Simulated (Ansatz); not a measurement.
NbReSi: do energies and stresses tell the same story?

Level of theory: DFT PBEsol, scalar-relativistic, plane waves, PAW in Ansatz 0.2.0.

Plane waves to 420 eV, a k mesh through Γ of 6×6×12 on the computed 9-atom cell and Gaussian smearing (0.10 eV); no spin polarisation.

Relaxed cell: P-62m, a = 6.817 Å, b = 6.817 Å, c = 3.277 Å, α = 90.00°, β = 90.00°, γ = 120.00°, 9 atoms in the primitive cell. Whether it is the stable form of this composition wasn't checked.

Energies at zero smearing and pressures from the stress tensor, at volumes with shape and atoms relaxed:
| V (Å³/atom) | E − E(first) (meV/atom) | P (GPa) |
| --- | --- | --- |
| 12.897 | 0.00 | 43.68 |
| 13.336 | -100.38 | 30.02 |
| 13.776 | -166.28 | 18.42 |
| 14.216 | -202.84 | 8.49 |
| 14.655 | -214.16 | 0.00 |
| 15.095 | -203.88 | -7.25 |
| 15.535 | -175.21 | -13.43 |
| 16.121 | -113.03 | -20.25 |

Question: Check P = −dE/dV between neighbouring volumes, and get the bulk modulus from the pressures alone.

Answer: With 1 eV/Å³ = 160.2 GPa:
```csv
middle V (Å³/atom),−ΔE/ΔV (GPa),mean P (GPa)
13.117,36.580,36.852
13.556,24.014,24.219
13.996,13.323,13.453
14.436,4.126,4.244
14.875,-3.745,-3.627
15.315,-10.451,-10.341
15.828,-16.994,-16.839
```

The two differ by 0.27 GPa at most. The mean of two end pressures misses the average over a step by about ΔV² P″/12, up to 0.18 GPa here; with that taken off 0.09 GPa remains. The stress is the derivative of the free energy, not of the energy at zero smearing, and with free energies 0.01 GPa remains. Around V = 14.655 Å³/atom, the two neighbours give B = −V ΔP/ΔV = 14.655 × 15.74 / 0.879 = 262.4 GPa, against B0 = 260.8 GPa from the Birch–Murnaghan fit of the energies.

Spin–orbit coupling is left out, which can shift energies with elements as heavy as these.